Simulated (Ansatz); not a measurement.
**Cs4Br: stable or not**

The cell was found from a structure generator's guess, not taken from experiment.

These are results of DFT PBE, scalar-relativistic, plane waves, PAW (Ansatz), not measurements. The final run on the 5-atom cell used 420 eV, a Γ-centred 6×6×6 mesh, 0.10 eV smearing and no spin polarisation.

```cif
data_structure
_symmetry_space_group_name_H-M 'P 1'
_symmetry_Int_Tables_number 1
_cell_length_a 7.5581
_cell_length_b 7.5581
_cell_length_c 7.5581
_cell_angle_alpha 90.000
_cell_angle_beta 90.000
_cell_angle_gamma 90.000
_cell_volume 431.76
loop_
_atom_site_label
_atom_site_type_symbol
_atom_site_fract_x
_atom_site_fract_y
_atom_site_fract_z
_atom_site_occupancy
Cs1 Cs 0.50000 0.00000 0.00000 1
Cs2 Cs 0.00000 0.50000 0.00000 1
Cs3 Cs 0.00000 0.00000 0.50000 1
Cs4 Cs 0.50000 0.50000 0.50000 1
Br1 Br 0.00000 0.00000 0.00000 1
```

The zero of energy is the elements' standard structures at the same level; no fitted shifts are applied. The references include crystalline Br.

Q: These tests were run: energy against the elements; phonons at Γ; elastic tensor. What do they show?

A:

| test | result |
| --- | --- |
| energy against the elements | −0.67 eV/atom |
| phonons at Γ | lowest optical mode 24 cm⁻¹ |
| elastic tensor | least eigenvalue 2 GPa |

It fails none of these tests outright. Other phases of the system weren't compared here, so this isn't yet thermodynamic stability. Phonons away from Γ weren't computed. Undecided within the accuracy: elastic tensor.

The cell is a metal run without spin; a magnetic state may lie lower. The reference form of Br is held partly by dispersion forces, which this level lacks. The run for the phonons used a 6×6×6 k mesh and Fermi–Dirac smearing of 0.15 eV. The run for the elastic tensor used a 6×6×6 k mesh and Fermi–Dirac smearing of 0.15 eV.
